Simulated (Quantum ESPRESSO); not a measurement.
# GeGa3N4: input and log of a self-consistent run

Simulated, not a measurement. The program is pw.x of Quantum ESPRESSO 7.5 (plane-wave density functional theory). The cell is made up: 8 atoms on a wurtzite lattice, with randomly drawn elements, strain and displacements, not relaxed. PseudoDojo standard norm-conserving files (v0.5 for PBE, v0.4.1 for LDA and PBEsol) set the functional; there is no spin polarisation, spin-orbit coupling or dispersion term, and the masses in the input are unused placeholders. A spin-polarised start on this cell or one of its family kept no moment.

Input:

```
&control calculation='scf', pseudo_dir='./dojo.nc.sr.pbe.v0_5.standard.upf', outdir='./o', disk_io='medium', tprnfor=.true., tstress=.true. /
&system ibrav=0, nat=8, ntyp=3, nbnd=47, ecutwfc=84.00895049, nosym=.true., tot_charge=0,
 occupations='smearing', smearing='fd', degauss=0.0073498644
/
&electrons conv_thr=7.350e-09, electron_maxstep=60, /
ATOMIC_SPECIES
Ga 1.0 Ga.upf
Ge 1.0 Ge.upf
N 1.0 N.upf
CELL_PARAMETERS angstrom
3.35 -0.0073 0.0386
-0.0126 5.6669 -0.0207
0.0629 -0.0195 5.3817
ATOMIC_POSITIONS angstrom
Ge 0.1212 -0.0078 -0.0008
Ga 1.5858 2.7554 0.0395
Ga 1.7585 0.8341 2.7262
Ga -0.1159 3.738 2.7508
N 0.1624 0.1937 2.0623
N 1.8236 2.9917 2.0855
N 1.6483 0.8423 4.8505
N 0.0297 3.6784 4.8219
K_POINTS automatic
7 6 6 1 1 1
```

The log is shortened where brackets say so; the opening notice, blank lines, dates and the lines on written files are dropped, and the path of the files is cut. It prints rydbergs, bohrs and kilobars, and counts compression as positive stress.

```
     Program PWSCF v.7.5
     Parallel version (MPI & OpenMP), running on       1 processor cores
     Number of MPI processes:                 1
     Threads/MPI process:                     1
     [start-up lines left out]
     bravais-lattice index     =            0
     lattice parameter (alat)  =       6.3310  a.u.
     unit-cell volume          =     689.3506 (a.u.)^3
     number of atoms/cell      =            8
     number of atomic types    =            3
     number of electrons       =        73.00
     number of Kohn-Sham states=           47
     kinetic-energy cutoff     =      84.0090  Ry
     charge density cutoff     =     336.0358  Ry
     scf convergence threshold =      7.3E-09
     mixing beta               =       0.7000
     number of iterations used =            8  plain     mixing
     Exchange-correlation= PBE
                           (   1   4   3   4   0   0   0)
     [axes and pseudopotential details left out]
   Cartesian axes
     site n.     atom                  positions (alat units)
         1        Ge     tau(   1) = (   0.0361766  -0.0023282  -0.0002388  )
         2        Ga     tau(   2) = (   0.4733406   0.8224509   0.0117902  )
         3        Ga     tau(   3) = (   0.5248893   0.2489680   0.8137351  )
         4        Ga     tau(   4) = (  -0.0345946   1.1157442   0.8210779  )
         5        N      tau(   5) = (   0.0484743   0.0578169   0.6155696  )
         6        N      tau(   6) = (   0.5443208   0.8929834   0.6224945  )
         7        N      tau(   7) = (   0.4919960   0.2514155   1.4478109  )
         8        N      tau(   8) = (   0.0088651   1.0979544   1.4392742  )
     number of k points=   126  Fermi-Dirac smearing, width (Ry)=  0.0073
     Number of k-points >= 100: set verbosity='high' to print them.
     Dense  grid:    71773 G-vectors     FFT dimensions: (  40,  64,  60)
     Estimated max dynamical RAM per process >      96.03 MB
     Initial potential from superposition of free atoms
     starting charge      72.9911, renormalised to      73.0000
     Starting wfcs are   52 randomized atomic wfcs
     total cpu time spent up to now is       24.6 secs
     per-process dynamical memory:    62.3 Mb
     Self-consistent Calculation
     iteration #  1     ecut=    84.01 Ry     beta= 0.70
     Davidson diagonalization with overlap
     ethr =  1.00E-02,  avg # of iterations =  3.3
     total cpu time spent up to now is      104.3 secs
     total energy              =    -719.40294990 Ry
     estimated scf accuracy    <       2.16362005 Ry
     iteration #  2     ecut=    84.01 Ry     beta= 0.70
     Davidson diagonalization with overlap
     ethr =  2.96E-03,  avg # of iterations =  3.0
     total cpu time spent up to now is      179.1 secs
     total energy              =    -719.92811523 Ry
     estimated scf accuracy    <       2.97640009 Ry
     iteration #  3     ecut=    84.01 Ry     beta= 0.70
     Davidson diagonalization with overlap
     ethr =  2.96E-03,  avg # of iterations =  2.0
     total cpu time spent up to now is      246.6 secs
     total energy              =    -720.43911652 Ry
     estimated scf accuracy    <       0.06519331 Ry
     iteration #  4     ecut=    84.01 Ry     beta= 0.70
     Davidson diagonalization with overlap
     ethr =  8.93E-05,  avg # of iterations =  5.7
     total cpu time spent up to now is      319.0 secs
     total energy              =    -720.45687248 Ry
     estimated scf accuracy    <       0.00887051 Ry
     iteration #  5     ecut=    84.01 Ry     beta= 0.70
     Davidson diagonalization with overlap
     ethr =  1.22E-05,  avg # of iterations =  6.4
     total cpu time spent up to now is      412.2 secs
     total energy              =    -720.45768099 Ry
     estimated scf accuracy    <       0.00481426 Ry
     [iterations 6 to 8 left out]
     iteration #  9     ecut=    84.01 Ry     beta= 0.70
     Davidson diagonalization with overlap
     ethr =  5.72E-08,  avg # of iterations =  2.0
     total cpu time spent up to now is      741.4 secs
     total energy              =    -720.45835044 Ry
     estimated scf accuracy    <       0.00000076 Ry
     iteration # 10     ecut=    84.01 Ry     beta= 0.70
     Davidson diagonalization with overlap
     ethr =  1.04E-09,  avg # of iterations =  4.6
     total cpu time spent up to now is      881.9 secs
     total energy              =    -720.45835079 Ry
     estimated scf accuracy    <       0.00000077 Ry
     iteration # 11     ecut=    84.01 Ry     beta= 0.70
     Davidson diagonalization with overlap
     ethr =  1.04E-09,  avg # of iterations =  2.0
     total cpu time spent up to now is      966.9 secs
     total energy              =    -720.45835086 Ry
     estimated scf accuracy    <       0.00000011 Ry
     iteration # 12     ecut=    84.01 Ry     beta= 0.70
     Davidson diagonalization with overlap
     ethr =  1.55E-10,  avg # of iterations =  2.0
     total cpu time spent up to now is     1035.4 secs
     total energy              =    -720.45835090 Ry
     estimated scf accuracy    <       0.00000002 Ry
     iteration # 13     ecut=    84.01 Ry     beta= 0.70
     Davidson diagonalization with overlap
     ethr =  2.86E-11,  avg # of iterations =  2.0
     total cpu time spent up to now is     1096.1 secs
     End of self-consistent calculation
     Number of k-points >= 100: set verbosity='high' to print the bands.
     the Fermi energy is    12.2921 ev
!    total energy              =    -720.45835090 Ry
     estimated scf accuracy    <          3.3E-09 Ry
     smearing contrib. (-TS)   =      -0.00370662 Ry
     internal energy E=F+TS    =    -720.45464428 Ry
     The total energy is F=E-TS. E is the sum of the following terms:
     one-electron contribution =    -255.22834198 Ry
     hartree contribution      =     190.73365749 Ry
     xc contribution           =    -193.81301015 Ry
     ewald contribution        =    -462.14694964 Ry
     convergence has been achieved in  13 iterations
     Forces acting on atoms (cartesian axes, Ry/au):
     atom    1 type  2   force =    -0.09769106   -0.04420811    0.05089120
     atom    2 type  1   force =     0.02789860    0.02692007    0.04040011
     atom    3 type  1   force =     0.04747828    0.07850376    0.02546069
     atom    4 type  1   force =     0.16058372    0.06057750    0.04011181
     atom    5 type  3   force =    -0.06392002   -0.07523579   -0.02614469
     atom    6 type  3   force =    -0.15935556   -0.09528020   -0.04864854
     atom    7 type  3   force =     0.09152777    0.03224439   -0.05459778
     atom    8 type  3   force =    -0.00652173    0.01647838   -0.02747281
     Total force =     0.343642     Total SCF correction =     0.000169
     Computing stress (Cartesian axis) and pressure
          total   stress  (Ry/bohr**3)                   (kbar)     P=       -0.49
   0.00056342   0.00036708   0.00011264           82.88       54.00       16.57
   0.00036708  -0.00019101   0.00009349           54.00      -28.10       13.75
   0.00011264   0.00009349  -0.00038250           16.57       13.75      -56.27
     init_run     :     22.89s CPU     24.43s WALL (       1 calls)
     electrons    :   1023.21s CPU   1071.52s WALL (       1 calls)
     forces       :     10.95s CPU     11.20s WALL (       1 calls)
     stress       :     40.24s CPU     40.51s WALL (       1 calls)
     [timing details left out]
     PWSCF        :  18m17.72s CPU  19m 8.82s WALL
     JOB DONE.
```

In other units: free energy -9802.335 eV for the cell, pressure -0.05 GPa, largest force component 4.129 eV/Å. A rerun of the same cell at another strain at 1437 eV and a 9 x 8 x 8 mesh moved values by no more than 0.004 eV in energy, 0.05 GPa in stress and 0.010 eV/Å in force.